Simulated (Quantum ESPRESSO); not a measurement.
Band energies of PtS2

```
CELL_PARAMETERS angstrom
      3.58250     0.00000     0.00000
     -1.79125     3.10253     0.00000
      0.00000     0.00000     4.66018
ATOMIC_POSITIONS crystal
  S  0.66667 0.33333 0.74135
  S  0.33333 0.66667 0.25865
  Pt 0.00000 0.00000 0.00000
```

PBEsol (Quantum ESPRESSO, PseudoDojo norm-conserving, 84 Ry, with spin-orbit coupling); path ΓMKΓALHA,LM,KH; energies in eV from the Fermi level.

```csv
k (1/Å),point,band 30,band 31,band 32,band 33,band 34,band 35,band 36,band 37
0.00,Γ,0.03,0.98,0.98,1.27,1.27,3.33,3.33,4.82
0.56,,-1.68,1.22,1.22,1.69,1.69,4.86,4.86,6.65
1.01,M,-2.83,0.72,0.72,2.27,2.27,5.13,5.13,5.97
1.25,,-2.01,0.49,0.49,1.48,1.48,4.73,4.73,6.66
1.60,K,-1.81,0.02,0.02,0.28,0.28,4.28,4.28,7.36
1.92,,-1.07,0.31,0.31,1.00,1.00,4.52,4.52,7.21
2.55,,-0.34,1.01,1.01,1.28,1.28,4.10,4.10,5.36
2.77,Γ,0.03,0.98,0.98,1.27,1.27,3.33,3.33,4.82
3.10,,-0.91,1.53,1.53,1.78,1.78,3.97,3.97,5.81
3.44,A,-1.54,2.10,2.10,2.36,2.36,4.84,4.84,6.29
3.74,,-0.62,0.88,0.88,1.57,1.57,5.02,5.02,6.19
4.35,,-1.52,0.71,0.71,1.53,1.53,4.61,4.61,4.98
4.45,L,-1.57,0.72,0.72,1.62,1.62,4.60,4.60,4.96
4.94,,-2.39,1.83,1.83,2.03,2.03,6.39,6.39,6.78
5.04,H,-2.40,1.97,1.97,1.98,1.98,6.59,6.59,7.16
5.43,,-2.01,0.99,0.99,1.58,1.58,5.76,5.76,6.10
6.01,,-0.86,1.48,1.48,1.92,1.92,5.23,5.23,5.94
6.21,A,-1.54,2.10,2.10,2.36,2.36,4.84,4.84,6.29
6.21,L,-1.57,0.72,0.72,1.62,1.62,4.60,4.60,4.96
6.50,,-2.15,1.25,1.25,1.54,1.54,4.25,4.25,5.21
6.88,M,-2.83,0.72,0.72,2.27,2.27,5.13,5.13,5.97
6.88,K,-1.81,0.02,0.02,0.28,0.28,4.28,4.28,7.36
6.98,,-1.86,0.12,0.12,0.36,0.36,4.38,4.38,7.36
7.56,H,-2.40,1.97,1.97,1.98,1.98,6.59,6.59,7.16
```

At this level the gap is closed or nearly so: along the path the highest valence and lowest conduction bands touch, or overlap by less than 0.6 eV, a zero-gap or semimetallic result; the valence top lies at Γ, the conduction bottom at K. Semilocal functionals close the gaps of some narrow-gap semiconductors, so this alone doesn't show that the compound has none.

Geometry relaxed with PBE+D3(BJ).
